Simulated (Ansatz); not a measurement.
Ag2S in space group Cmcm (No. 63; Ag on 4c, Ag on 4b, S on 4c), PBEsol (plane waves, PAW; program Ansatz). The conduction-band minimum lies at Γ, with 1 equivalent valley. Second derivatives d²E/dk² of the lowest band at one valley (eV·Å²), along Cartesian directions:

| direction | d²E/dk² |
|---|---|
| [100] | 66.73 |
| [010] | 6.692 |
| [001] | 17.19 |
| [110] | 36.73 |
| [101] | 42.01 |
| [011] | 11.93 |

Question: Find the principal effective masses, the density-of-states mass and the conductivity mass.

Answer: Off-diagonal terms follow from H_xy = H[110] − (H_xx + H_yy)/2, and m*/mₑ = 7.620 eV·Å² over each eigenvalue: 0.11, 0.44, 1.1. One valley's DOS mass (m₁m₂m₃)^(1/3) = 0.39, conductivity mass 3/(Σ 1/mᵢ) = 0.25 mₑ.

Question: What effective density of states Nc follows at 300 K for parabolic valleys?

Answer: Nc = 2.509e19 × 1 × (0.39)^(3/2) ≈ 6.1e18 cm⁻³.

The first step of the workflow began from a Materials Project structure, measured or hypothetical; the Crystallography Open Database copy checked does not list it. COD files the formula under space group No. 4, 14, so this cell is another polymorph or a model. Its standing as an ambient phase is unchecked. The cell was relaxed with PBEsol under the symmetry of its start; its stability against distortions is not shown here. The run is not spin-polarised. Spin–orbit coupling is left out wherever it is not named.

Potentials: the later of the program's two PAW sets.

Edges and masses are those of Kohn–Sham bands, whose gap is no quasiparticle gap.
